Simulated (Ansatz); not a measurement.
**Ca (fcc, Cu type): scan of one atom of the cell**

Starting cell, Ca (fcc, Cu type):

```xyz
4
Lattice="5.5265 0.0000 0.0000 0.0000 5.5265 0.0000 0.0000 0.0000 5.5265" Properties=species:S:1:pos:R:3 pbc="T T T"
Ca     0.0000     0.0000     0.0000
Ca     2.7633     2.7633     0.0000
Ca     2.7633     0.0000     2.7633
Ca     0.0000     2.7633     2.7633
```

Scan: atom 2 (Ca, nearest neighbour Ca at 3.908 Å; its periodic images, 5.5 Å or more away, move with it) is displaced along Cartesian z, direction (0.000, 0.000, 1.000) in Cartesian axes, by s. The other atoms stay.

Level of theory: PBE (plane waves to 420 eV, PAW, scalar-relativistic; Ansatz, a quantum-chemistry and plane-wave program). k mesh 7×7×7 (Γ-centred), Fermi-Dirac smearing 0.05 eV. The energy includes the smearing's −TS. With partly filled bands, energies and forces of such displacements shift with the k mesh and the smearing. F∥ is the force on the atom along that direction. Ca was relaxed with its symmetry unable to fall. ΔE is measured from the undisplaced structure.

```tsv
s (Å)	ΔE (eV/cell)	F∥ (eV/Å)
-0.390	0.168	0.868
-0.312	0.107	0.692
-0.234	0.060	0.517
-0.156	0.027	0.344
-0.078	0.007	0.172
0.000	0.000	0.000
0.078	0.007	-0.172
0.156	0.027	-0.344
0.234	0.060	-0.517
0.312	0.107	-0.692
0.390	0.168	-0.868
```

Derived quantities:

The energy at s = 0.390 Å comes out as 168 meV/cell and the force along the line at s = -0.390 Å is 0.868 eV/Å. The force constant k = d²E/ds² at s = 0 (finite differences) is 2.20 eV/Å². Symmetry of the curve: even: the same for both signs. Shape of the curve: a single well with its minimum at or next to zero displacement. Harmonic estimate at the end of the scan: ½ks² = 167 meV/cell against the computed 168 meV/cell, so the well is close to harmonic there.

(A displaced cell: forces are minus the slopes of the energy, force constants its curvatures, and phonons follow from these.)
